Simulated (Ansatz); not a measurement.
Data:

LiF:
```xyz
4
Lattice="3.2958 0.0000 0.0000 -1.6479 2.8543 0.0000 0.0000 0.0000 4.0173" Properties=species:S:1:pos:R:3 pbc="T T T"
Li     0.0000     1.9028     3.0130
F      1.6479     0.9514     3.0130
F      0.0000     1.9028     1.0043
Li     1.6479     0.9514     1.0043
```

This is the PBEsol-relaxed structure. Cartesian axes are those of the cell as given.

### Question
All from the program Ansatz at the PBEsol level (PAW), unless another level is named. Predict the bulk modulus (Birch–Murnaghan fit).

### Answer
59.1 GPa.

### Question
What about the vibrational entropy at 300 K?

### Answer
18.3 J/(K·mol of atoms).

### Question
Predict the highest zone-centre frequency (without LO–TO term).

### Answer
430 cm⁻¹.

### Question
And the elastic constants (relaxed ions, GPa)?

### Answer
C11 = 79.6, C12 = 56.9, C13 = 38.6, C33 = 105, C44 = 49.7.

Space group P6_3/mmc. The start of the workflow was typed in or built on a structure type; neither database checked (COD, Materials Project) lists it. It is not the phase usual at ambient conditions (space group No. 225). Symmetry was held in the PBEsol relaxation; whether a distortion lowers the energy is not shown.

Potentials: the later of the program's two PAW sets.
